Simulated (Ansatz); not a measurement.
Li (bcc, W type)

```yaml
crystal:
  lattice:
    - [-3.43479, 3.43479, 3.43479]
    - [1.71739, -1.71739, 1.71739]
    - [1.71739, 1.71739, -1.71739]
  atoms:
    - { symbol: Li, position: [0.00000, 0.00000, 0.00000] }
    - { symbol: Li, position: [0.50000, 0.00000, 0.00000] }
```

A phonon eigenvector at N = (0.5, 0.0, 0.0) is frozen into this cell: atom i moves by Q times the vector below, so Q is the largest atomic displacement, in Å. The cell is held. (q is in reciprocal vectors of the primitive cell; the cell shown is doubled to hold the pattern.)

| atom | x | y | z |
|---|---|---|---|
| Li1 | 1.000 | 0.000 | 0.000 |
| Li2 | -1.000 | 0.000 | 0.000 |

The numbers are results of PBE (plane waves to 420 eV, PAW, scalar-relativistic; Ansatz, an electronic-structure program), not measurements. k mesh 19×19×19 (Γ-centred), Fermi-Dirac smearing 0.05 eV. The energy includes the smearing's −TS. With partly filled bands, energies and forces of such displacements shift with the k mesh and the smearing. Li was relaxed with its symmetry unable to fall. The PAW data are Ansatz's earlier set. The zero of ΔE is the undisplaced structure. The last digit holds for this mesh only.

| Q (Å) | ΔE (meV/cell) |
|---|---|
| -0.2800 | 70.2 |
| -0.2333 | 49.2 |
| -0.1867 | 31.6 |
| -0.1400 | withheld |
| -0.0933 | 7.8 |
| -0.0467 | 1.9 |
| 0.0000 | 0.0 |
| 0.0467 | 1.9 |
| 0.0933 | 7.8 |
| 0.1400 | withheld |
| 0.1867 | 31.6 |
| 0.2333 | 49.2 |
| 0.2800 | 70.2 |

Problem. Fit an even polynomial form (powers 2, 4) to the given rows and predict ΔE at Q = 0.1400.

Solution. Least squares on the 11 given rows: ΔE = (915.9)·Q² + (-253.8)·Q⁴, in meV/cell with Q in Å; root-mean-square residual 0.09 meV/cell. At 0.1400 the fit gives 17.9 meV/cell; the calculation gives 17.8 meV/cell, so the interpolation is off by 0.1 (+0.6 %). The quadratic term alone would give 18.0 meV/cell.

(For displaced atoms, the force is minus the slope of the energy, and its curvature is a force constant, which sets phonon frequencies.)
